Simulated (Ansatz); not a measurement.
Input file for Ansatz (a first-principles code):

Ansatz 0.2 input:
```yaml
crystal:
  lattice:
    - [0.0, 3.735446075, -2.1677191031]
    - [0.0, 3.735446075, 2.1677191031]
    - [3.5267612937, 0.0, 0.0]
  atoms:
    - { symbol: C, position: [0.0031971817, 0.9968028183, 0.0], spin: 0.0 }
    - { symbol: C, position: [0.0059248032, 0.6579179225, 0.0], spin: -0.05 }
    - { symbol: C, position: [0.3421172723, 0.3264671156, 0.0], spin: 0.0 }
    - { symbol: C, position: [0.3420820775, 0.9940751968, 0.0], spin: -0.05 }
    - { symbol: C, position: [0.6735328844, 0.6578827277, 0.0], spin: 0.0 }
    - { symbol: C, position: [0.6730363109, 0.3269636891, 0.0], spin: 0.0 }
    - { symbol: Co, position: [0.2758984698, 0.7241015302, 0.5], spin: 1.24 }
kpoints:
  mp_grid: { grid: [11, 11, 12] }
hamiltonian:
  xc: r2scan
  pseudopotentials: { azcp: { folder: ./paw }, kind: paw }
magnetization: { spin_polarized: true }
scf:
  occupations: { method: gaussian, width: 0.05 }
checkpoint: { read: metal.run }
output: { write_density: true, elf: true, volumetric_format: npy }
basis: { fft_grid_basis: typed }
```

Output (shortened):

```
Pseudopotential: C, paw, valence charge 4
Pseudopotential: Co, paw, valence charge 17
Functional definition: r2SCAN
Crystal: 7 atoms, lattice volume = 57.115 Å³
Basis set: ecut = 500 eV, 1423 PW (Γ), exchange–correlation on 128×128×108 points (64 copies of the dense FFT grid, shifted against one another)
Bands: 36, of which v1, the nominal top of the filled ones, is band 21 counted from 1 (20 counted from 0)
Symmetry: 4 space group operations
Space group: Amm2 (ITA 38), of the structure as read, at distance tolerance 3.9e-5 Å
k-points: 252 of 1452 (time reversal used)
Stability of the state it starts from, as read at its close in the collinear treatment (another_mixer)
Starting moments: Σ|m| = 1.34 μB on 3 of 7 sites; this step starts from the density that it was given
iter 1 solved again at ethr=3.12e-7 eV; its pass at ethr=3.10e-3 eV (dr2=1.28e-4 eV) is discarded
SCF iter   1: F=—  HF=-6638.558016 eV  |F-HF|=—  |Δ(HF+E_count)|=         —  Δρ=9.20e-7 (↑7.18e-7 ↓9.20e-7)  dr2=7.06e-10  dr2_τ=3.93e-11  dr2_m=1.76e-11  M=1.110 μB ∫|m|=1.473 μB  β_m=1.20  ethr=3.12e-7  ⟨swp⟩=3.3  Hψ=124833  notcnv=0
preconditioner: auto → Kerker (q_TF=auto, 2.582 Å⁻¹)
spin=Collinear: Kerker preconditioning applied to the charge; magnetization (m = ρ↑ − ρ↓) channel mixes plain (no charge-response kernel on spin).
SCF iter   2: F=—  HF=-6638.558008 eV  |F-HF|=—  |Δ(HF+E_count)|=   8.64e-6  Δρ=5.83e-7 (↑2.48e-7 ↓5.83e-7)  dr2=1.97e-10  dr2_τ=3.29e-11  dr2_m=2.61e-11  M=1.110 μB ∫|m|=1.473 μB  β_m=1.20  ethr=1.72e-12  ⟨swp⟩=7.9  Hψ=69417  notcnv=0  κ⁻¹=1.0e0(r=1)
SCF iter   3: F=-6638.558008 eV  HF=-6638.558008 eV  |F-HF|=3.64e-12  |Δ(HF+E_count)|=  2.55e-11  Δρ=1.91e-7 (↑1.16e-7 ↓1.91e-7)  dr2=2.17e-11  dr2_τ=4.33e-12  dr2_m=3.00e-12  M=1.110 μB ∫|m|=1.473 μB  ethr=1.00e-12  ⟨swp⟩=1.6  Hψ=39621  notcnv=0
SCF 1 converged in 3 iterations: F = -6638.558008 eV  dr2 = 2.17e-11
Crystal: 7 atoms, lattice volume = 57.115 Å³
Symmetry: 2 space group operations
k-points: 427 of 1452 (time reversal used)
iter 1 solved again at ethr=1.00e-12 eV; its pass at ethr=2.44e-6 eV (dr2=2.19e-11 eV) is discarded
SCF iter   1: F=—  HF=-6638.558008 eV  |F-HF|=—  |Δ(HF+E_count)|=         —  Δρ=1.93e-7 (↑1.15e-7 ↓1.93e-7)  dr2=2.19e-11  dr2_τ=4.35e-12  dr2_m=3.04e-12  M=1.110 μB ∫|m|=1.473 μB  ethr=1.00e-12  ⟨swp⟩=1.0  Hψ=131605  notcnv=0
preconditioner: auto → Kerker (q_TF=auto, 2.582 Å⁻¹)
spin=Collinear: Kerker preconditioning applied to the charge; magnetization (m = ρ↑ − ρ↓) channel mixes plain (no charge-response kernel on spin).
SCF iter   2: F=—  HF=-6638.556424 eV  |F-HF|=—  |Δ(HF+E_count)|=   1.58e-3  Δρ=2.45e-3 (↑1.43e-3 ↓2.45e-3)  dr2=7.22e-3  dr2_τ=3.88e-5  dr2_m=2.24e-4  M=1.099 μB ∫|m|=1.462 μB  ethr=2.44e-6  ⟨swp⟩=1.0  Hψ=136297  notcnv=0
SCF iter   3: F=—  HF=-6638.556854 eV  |F-HF|=—  |Δ(HF+E_count)|=   4.30e-4  Δρ=9.11e-4 (↑7.31e-4 ↓9.11e-4)  dr2=1.11e-3  dr2_τ=4.83e-6  dr2_m=1.76e-5  M=1.098 μB ∫|m|=1.459 μB  ethr=2.44e-6  ⟨swp⟩=1.0  Hψ=87420  notcnv=0
SCF iter   4: F=—  HF=-6638.557576 eV  |F-HF|=—  |Δ(HF+E_count)|=   7.22e-4  Δρ=1.99e-4 (↑5.38e-5 ↓1.99e-4)  dr2=1.32e-5  dr2_τ=1.98e-7  dr2_m=5.33e-6  M=1.109 μB ∫|m|=1.471 μB  ethr=2.44e-6  ⟨swp⟩=1.0  Hψ=67744  notcnv=0
an SCF along what the orbitals of the run's state read of its open shells (or to have them read …
Stability not checked (another_mixer)
SCF converged after 3 iterations
Magnetization: 1.1096 μB (21.0548 up, 19.9452 down)
Absolute magnetization: 1.4742 μB (∫|ρ↑−ρ↓|, with the PAW one-centre terms)
Spin contamination: 0.0881 ħ² per cell (⟨S²⟩ above its minimum at these occupations)
Per-site moments (μB) at R_I (Å): [(-0.005114967273648771, 0.5904492220516652), (-0.01742823769454458, 0.59219739082642), (0.00696600065339548, 0.5899817267200415), (-0.01742823769454464, 0.5921973908264199), (0.006966000653395457, 0.5899817267200412), …
Free energy (F): -6638.558008 eV
Harris-Foulkes:  -6638.558008 eV  (|F-HF|=3.64e-12)
Internal energy: -6638.555781 eV  (E = F + TS)
E sigma→0 (E₀):  -6638.556895 eV
Entropy (-TS):   -0.002227 eV (-0.318 meV/atom)
Fermi energy:    11.944478 eV
--- Per-component energies (eV) ---
  E_band       = -367.491020
  E_kinetic    = 830.555156
  E_local      = -4558.103777  (includes V_loc(G=0)·N_el)
  E_nonlocal   = 590.635888
  E_hartree    = 1952.758231
  E_xc         = -362.848323
  E_vxc        = -508.259779  (∫ρ·V_xc dr)
  E_paw        = -2209.471616  (= ΣΔE_a)
  E_vpaw       = -657.612898  (= ΣTr[D̂ρ^β])
  E_aug_tail   = -0.000069  (compensation charges beyond the density's cutoff)
  E_vtau       = 29.778155  (kinetic-family band-sum trace: ∫τ·v_τ [+ j·A + Jᵃ·Aᵃ] dr)
  E_ewald      = -2881.637422
  E_core_change = -0.443849  (= ΣΔE_core)
  E_smearing   = -0.002227  (= −TS)
  E_closure    =  0.000000  (closes the sum)
  Σ components = -6638.558008   (vs F -6638.558008, Δ=0.00e0)
  [band-id]    e_kinetic+e_local+e_nonlocal+2·e_hartree+e_vxc+e_vpaw+e_augmentation_tail+e_vtau = -367.490862   (vs E_band -367.491020, Δ=1.58e-4)
--- Band table (eV; the first three rows and the last of 504) ---
  k-point 0 ↑: bands = ["-87.4635", "-49.7381", "-49.6400", "-48.8508", "-10.6333", "-3.6598", "-3.5379", "-3.1851", "-3.1546", "-1.2841", "-0.5377", "2.7642", "6.5372", "6.8033", "6.8847", "7.1820", "9.5020", "9.8341", "9.8715", "10.5871", "10.6325", …
  k-point 1 ↑: bands = ["-87.4635", "-49.7380", "-49.6403", "-48.8508", "-10.6122", "-3.6588", "-3.5424", "-3.1745", "-3.1433", "-1.2643", "-0.5304", "2.5923", "6.5848", "6.7996", "6.9118", "7.2384", "9.4967", "9.6008", "9.6087", "10.7878", "10.8492", …
  k-point 2 ↑: bands = ["-87.4635", "-49.7380", "-49.6412", "-48.8507", "-10.5535", "-3.6563", "-3.5553", "-3.1449", "-3.1122", "-1.2089", "-0.5103", "2.1586", "6.6982", "6.7991", "7.0191", "7.3942", "9.0602", "9.1231", "9.6233", "11.0742", "11.1783", …
  k-point 251 ↓: bands = ["-85.4564", "-47.5063", "-47.5048", "-47.3871", "-8.4391", "-8.1457", "-5.6478", "-3.1029", "1.5523", "1.5809", "2.8029", "3.2932", "3.4426", "3.6855", "3.8242", "5.9717", "9.1792", "10.1330", "10.3740", "11.6815", "12.8584", …
```

Cost: about 18 core-minutes (a rough figure) on shared cores.

The start of the workflow was typed in or built on a structure type; neither database checked (COD, Materials Project) lists it. Its standing as an ambient phase is unchecked. Symmetry was held in the r²SCAN relaxation; its stability against distortions is not shown here. The final state is ferromagnetic, the only order run, not a proven ground state. The cell computed holds one magnetic atom, so no antiferromagnetic order was within reach. Its formation energy is positive at this level, so the cell may be metastable or incomplete. Other orbital occupations within this spin state were not tried. For itinerant 3d metals, meta-GGAs of the SCAN family and hybrids are commonly reported to give too large moments.

Potentials: the earlier of the program's two PAW sets. The files were generated under PBE; for other functionals the program regenerates the frozen cores, and for LDA and PBEsol the local potential too.

Ansatz is a plane-wave DFT program.
